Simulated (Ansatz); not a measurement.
TaTe: changing the dispersion correction

The cell as given:

```xyz
2
Lattice="3.4201 0.0000 0.0000 0.0000 3.4201 0.0000 0.0000 0.0000 3.4201" Properties=species:S:1:pos:R:3 pbc="T T T"
Ta    1.7100    1.7100    1.7100
Te    0.0000    0.0000    0.0000
```

The cell comes from a database or a generator and needn't be the stable form of this composition.

Kept alike: task relaxation of cell and atoms; functional PBE; k mesh 8 × 8 × 8; occupations fermi-dirac, width 0.05 eV; no spin polarisation. Program: Ansatz, Ansatz PAW, cutoff 420 eV. The mesh is that of the run's cell of 2 atoms. No spin-orbit coupling.

| dispersion correction | volume (Å³/atom) |
| --- | --- |
| D3(BJ) | 19.275 |
| D3(BJ)-ATM | 19.401 |
| D4 | 19.492 |
| none | 20.018 |

The relaxations keep at least the cell's symmetry (Pm-3m). For a metal such a mesh leaves the last digits unconverged. Relaxations stop with a little pressure left, so the last digits of a volume or edge aren't settled.

Q: What does the dispersion correction change here?

A: The volume runs from 19.275 (D3(BJ)) to 20.018 Å³/atom (none). Against no correction: D3(BJ) -3.7 %; D3(BJ)-ATM -3.1 %; D4 -2.6 %. Dispersion terms mostly attract and so lower the volume; the schemes' coefficients and damping set how far.
